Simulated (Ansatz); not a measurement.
# Bi2Se3 — electrostatic potentials at the Se nuclei

Cell: a COD entry, its atoms then relaxed with PBE in this cell.

```cif
data_structure
_symmetry_space_group_name_H-M 'P 1'
_symmetry_Int_Tables_number 1
_cell_length_a 9.8405
_cell_length_b 9.8405
_cell_length_c 9.8405
_cell_angle_alpha 24.304
_cell_angle_beta 24.304
_cell_angle_gamma 24.304
_cell_volume 141.89
loop_
_atom_site_label
_atom_site_type_symbol
_atom_site_fract_x
_atom_site_fract_y
_atom_site_fract_z
_atom_site_occupancy
Bi1 Bi 0.40061 0.40061 0.40061 1
Bi2 Bi 0.59939 0.59939 0.59939 1
Se3 Se 0.00000 0.00000 0.00000 1
Se4 Se 0.21115 0.21115 0.21115 1
Se5 Se 0.78885 0.78885 0.78885 1
```

Sites (sets of like atoms) are named by element and the number of their first atom in this list.

Method: Kohn–Sham DFT in Ansatz, PBE, plane waves and PAW, with spin–orbit coupling, 420 eV cutoff, Γ-centred 9×9×9 k-points, Fermi–Dirac smearing 0.02 eV.

The potential at a nucleus is that of all electrons and the other nuclei. A higher potential binds the core electrons more strongly, so differences between sites of one element are the initial-state part of core-level shifts.

Question: Rank the Se sites by the potential at the nucleus, lowest first, and give each against the lowest.
A. atom 4: 3 Bi at 2.86 Å
B. atom 3: 6 Bi at 3.07 Å

Answer: B (0.00 V), A (0.23 V).
